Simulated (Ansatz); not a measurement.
Na2S:
```yaml
crystal:
  lattice:
    - [4.62859, 0.00000, 0.00000]
    - [-2.31430, 4.00848, 0.00000]
    - [0.00000, 0.00000, 6.49917]
  atoms:
    - { symbol: S, position: [0.33333, 0.66667, 0.25000] }
    - { symbol: S, position: [0.66667, 0.33333, 0.75000] }
    - { symbol: Na, position: [0.00000, 0.00000, 0.00000] }
    - { symbol: Na, position: [0.00000, 0.00000, 0.50000] }
    - { symbol: Na, position: [0.66667, 0.33333, 0.25000] }
    - { symbol: Na, position: [0.33333, 0.66667, 0.75000] }
```

Relaxed with r²SCAN.

Problem. Map the valence electron density (e/Å³), cut off at 1 on the plane through (0.333, 0.667, 0.250) spanned by u = [0, 0, 1] and v = [1, -1, 0] in lattice vectors, from DFT-r²SCAN in the program Ansatz with PAW potentials.

Solution. x is the fraction of u, y of v (the angle between them is 90°; rows are the nearest grid lines); atoms in the plane: S at (0.00, 0.00), S at (0.50, 0.33), Na at (0.75, 0.67), Na at (0.25, 0.67), Na at (0.00, 0.33), Na at (0.50, 0.00).
```
|039985210000399999993000012589930|
|999964210000169999961000012469999|
|999753110000026999620000011357999|
|554321100000000000000000001123455|
|111100000000000000000000000001111|
|000000112110000000000011211000000|
|000001389831000000000138983100000|
|000029999999200000002999999920000|
|000029999999200000002999999920000|
|000013999993100000001399999310000|
|000001245421000000000124542100000|
|000000000000001111100000000000000|
|000000000001123333321100000000000|
|542100000012468999864210000001245|
|999310000113589999985311000013999|
|999920000124899414998421000029999|
|999920000124799757997421000029999|
|983100000112469999964211000001389|
|221000000011345777543110000000122|
|111100000000112222211000000001111|
|554321000000001111100000000123455|
|999753110000026999620000011357999|
|999964210000169999961000012469999|
|039985210000399999993000012589930|
```
Scale: ten equal steps from 0.000 (start of '0') to 1.00 (end of '9'), in the order '0123456789'; x runs from 0.000 to 1.00, y from 0.000 (bottom) to 1.00 (top).

The density is the valence pseudo-density with augmentation charge, so density and ELF within about 1 Å of a nucleus are not all-electron values.

Space group P6_3/mmc. The workflow started from an entry of the Crystallography Open Database (COD), which files this formula under 2 space groups. Its standing as an ambient phase is unchecked. The cell was relaxed with r²SCAN under the symmetry of its start; its stability against distortions is not shown here. The volume moved by -34 % from the start of the relaxation. The volume fell by over 15 % from the filed cell, which may lack light atoms or belong to other conditions.

Potentials: the later of the program's two PAW sets.
